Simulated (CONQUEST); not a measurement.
CONQUEST run on a model cell of TaAs (P2_13, 8 atoms in the cell; prototype structure): self-consistent single point.

Method: PBE, numerical atomic orbitals double-zeta with polarisation (the shipped basis), PseudoDojo norm-conserving potentials made for PBE in CONQUEST.

The change in words: lattice scaled by 0.97. Reference geometry (P2_13):
```yaml
crystal:
  lattice:
    - [5.01488, 0.00000, 0.00000]
    - [0.00000, 5.01488, 0.00000]
    - [0.00000, 0.00000, 5.01488]
  atoms:
    - { symbol: Ta, position: [0.13652, 0.13652, 0.13652] }
    - { symbol: Ta, position: [0.63652, 0.36348, 0.86348] }
    - { symbol: Ta, position: [0.86348, 0.63652, 0.36348] }
    - { symbol: Ta, position: [0.36348, 0.86348, 0.63652] }
    - { symbol: As, position: [0.84240, 0.84240, 0.84240] }
    - { symbol: As, position: [0.34240, 0.65760, 0.15760] }
    - { symbol: As, position: [0.15760, 0.34240, 0.65760] }
    - { symbol: As, position: [0.65760, 0.15760, 0.34240] }
```

Reference input (self-consistent single point, DFT, PBE, numerical atomic orbitals double-zeta with polarisation (the shipped basis), PseudoDojo norm-conserving potentials made for PBE): basis = DZP; Diag.MPMeshX, Y, Z = 2 2 2; potentials = PseudoDojo norm-conserving PBE; Grid.GridCutoff = 140 Ha; DM.SolutionMethod = diagon; Diag.SmearingType = 1; Diag.kT = 0.003675 Ha; Diag.GammaCentred = true; Diag.MPOrder = 1; minE.SCTolerance = 1.0e-06; SC.MaxIters = 100; SC.LinearMixingFactor = 0.3. This run's input differs from it in these lines:

```diff
@@ -35,14 +35,14 @@
 # file: coords.dat
-     5.014883000      0.000000000      0.000000000
-     0.000000000      5.014883000      0.000000000
-     0.000000000      0.000000000      5.014883000
+     4.864437000      0.000000000      0.000000000
+     0.000000000      4.864437000      0.000000000
+     0.000000000      0.000000000      4.864437000
 8
-    0.684631827     0.684631827     0.684631827  1 T T T
-    3.192073327     1.822809673     4.330251173  1 T T T
-    4.330251173     3.192073327     1.822809673  1 T T T
-    1.822809673     4.330251173     3.192073327  1 T T T
-    4.224537439     4.224537439     4.224537439  2 T T T
-    1.717095939     3.297787061     0.790345561  2 T T T
-    0.790345561     1.717095939     3.297787061  2 T T T
-    3.297787061     0.790345561     1.717095939  2 T T T
+    0.664092939     0.664092939     0.664092939  1 T T T
+    3.096311439     1.768125561     4.200344061  1 T T T
+    4.200344061     3.096311439     1.768125561  1 T T T
+    1.768125561     4.200344061     3.096311439  1 T T T
+    4.097801729     4.097801729     4.097801729  2 T T T
+    1.665583229     3.198853771     0.766635271  2 T T T
+    0.766635271     1.665583229     3.198853771  2 T T T
+    3.198853771     0.766635271     1.665583229  2 T T T
```

The program printed (abridged):

```
    new_SC_potl: Starting.  Tolerance:  0.10000E-05

    PulayMixSC: Starting Pulay mixing, A_up =  0.300 A_dn =  0.300
    PulayMixSC: Spin non-polarised calculation.
    PulayMixSC: with Kerker preconditioning, q0 =  0.300
          Harris-Foulkes Energy            :    -18628.599591760426847 eV
          GroundState Energy (kT --> 0)    :    -18628.605379174707195 eV
          Free Energy (E-TS)               :    -18628.608272881843732 eV
          DFT Total Energy                 :    -18627.840697903233377 eV
          Total number of electrons        :       111.999999999998280
   [... lines left out ...]
          Total number of electrons        :       112.000051300882816
    PulayMixSC: Pulay iteration     8 residual:              0.16555E-05
          Harris-Foulkes Energy            :    -18628.081986536482873 eV
          GroundState Energy (kT --> 0)    :    -18628.086432468422572 eV
          Free Energy (E-TS)               :    -18628.088655434392422 eV
          DFT Total Energy                 :    -18628.081986419361783 eV
          Total number of electrons        :       112.000047656557101
    PulayMixSC: Pulay iteration     9 residual:              0.38587E-06
    PulayMixSC: Reached SCF tolerance of  0.38587E-06 after      9 iterations
      | Number of electrons      =       112.000048
      |* band energy as 2Tr[K.H] =     -3694.995607081548314 eV
      |  screened ion-ion energy =    -13664.363823532325114 eV
      |  Ha correction           =        62.987620310568040 eV
      |  XC correction           =     -1331.709861563557979 eV
      | GS Energy with kT -> 0   =    -18628.086432468422572 eV
      | Free Energy as E-TS      =    -18628.088655434392422 eV
      |* Harris-Foulkes energy   =    -18628.081986536482873 eV
      |* DFT total energy        =    -18628.081986419361783 eV
      |  estimated accuracy      =        -0.000000117122804 eV

    force: Forces on atoms (eV/A )
    force:  Atom   X              Y              Z
   [... lines left out ...]
    force: Maximum force :        0.54196483(eV/A ) on atom         7 in z direction
   [... lines left out ...]
    force: Force Residual:        0.87259660 eV/A
    force: Total stress:        -45.00062989     0.00000000     0.00000000 GPa
                            -0.00000000   -45.00062989     0.00000000
                             0.00000000     0.00000000   -45.00062989
    force: Average pressure:     45.00062989 GPa

    force: Finished force
    get_E_and_F: Change in energy during last step of electronic optimisation:  0.11540E-06
```

The run converged in 9 iterations. CONQUEST prints the stress tensor with tension positive. Against the reference run the free energy goes up by 257 meV/atom, the pressure goes from 17.11 to 45.00 GPa and the largest force goes from 0.642 to 0.939 eV/Å.

Lattice and positions were typed or generated, without prior relaxation. The program uses no crystal symmetry, so grid and mesh can part values that symmetry would make equal. The atom-centred basis is finite, which shifts total energies, pressures and forces against plane waves. This run is one point of a test of settings, so its values need not be converged; read them against the reference run alone. No clean gap shows at this smearing width and mesh (spacing up to 0.65 Å⁻¹); the mesh is coarse for partly filled bands, so the values carry mesh errors. At this pressure the cell is far from its equilibrium volume at this level.

Cost on one core: around 4 core-minutes (rough).
